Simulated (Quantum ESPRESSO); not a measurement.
# Planted mistakes on one cell of Si4O6FN

Calculated results; nothing here was measured. They come from pw.x of Quantum ESPRESSO 7.5, a plane-wave density functional program, with PseudoDojo standard norm-conserving files (v0.5 for PBE, v0.4.1 for LDA and PBEsol). The cells are made up: elements, strain and atom displacements were drawn at random, and nothing was relaxed. There is no spin polarisation, spin-orbit coupling or dispersion term.

The cell has 12 sites of a rutile lattice (two cells along c). Sites 1 to 4 hold Si Si Si Si; sites 5 to 12 hold O O O O F N O O. Cell vectors in Å: (4.263, -0.013, 0.026); (-0.013, 4.306, -0.020); (0.033, -0.026, 5.299). Settings: PBE, cutoff 1143 eV, 5 x 5 x 4 k mesh shifted by half a step, Fermi-Dirac smearing of 0.025 eV.

The intended run has a self-consistency threshold of 1e-07 eV, a smearing term of 0.000 eV, a pressure of 18.86 GPa and 10 iterations. Each further run changes one thing: all lengths scaled by 1.0090; atoms of sites 9 and 10 exchanged; cutoff 765 eV; files of PBEsol; k mesh 2 x 2 x 2; one electron removed; smearing 0.71 eV; threshold 0.04 eV. A coarse mesh keeps the shift, and a charged cell sits in a uniform background.

```
run,change of free energy (eV),smearing term -TS (eV),change of P (GPa),largest change of a force component (eV/Å),iterations
A,-0.243,0.000,-8.35,0.678,10
B,2.309,0.000,-0.40,9.322,12
C,-10.210,-0.007,-25.84,2.066,14
D,0.008,0.000,3.64,0.075,5
E,-0.056,0.000,0.02,0.046,10
F,-0.171,-0.742,1.91,0.293,11
G,10.225,0.000,-6.77,0.105,10
H,1.903,0.000,-20.19,0.059,12
```

A rerun of the intended cell at 1437 eV and k mesh 7 x 7 x 6 moved values by no more than 0.003 eV in the cell's energy, 0.04 GPa in stress and 0.003 eV/Å in force.

Question: which change belongs to which run?

## Worked reading

Run D has the fewest iterations, as a run stopped early does. Run F has the largest smearing term, as wide smearing gives. Run A changes the volume by a factor of 1.0272; minus its pressure change over the logarithm of that factor, 311 GPa, is a rough bulk modulus with clamped atoms. Energies from files of another functional, or of a charged cell, have another zero and say nothing on stability; the pressure of a charged cell rests on the program's zero of potential too.

## Key

| run | change |
| --- | --- |
| A | all lengths scaled by 1.0090 |
| B | atoms of sites 9 and 10 exchanged |
| C | one electron removed |
| D | threshold 0.04 eV |
| E | k mesh 2 x 2 x 2 |
| F | smearing 0.71 eV |
| G | files of PBEsol |
| H | cutoff 765 eV |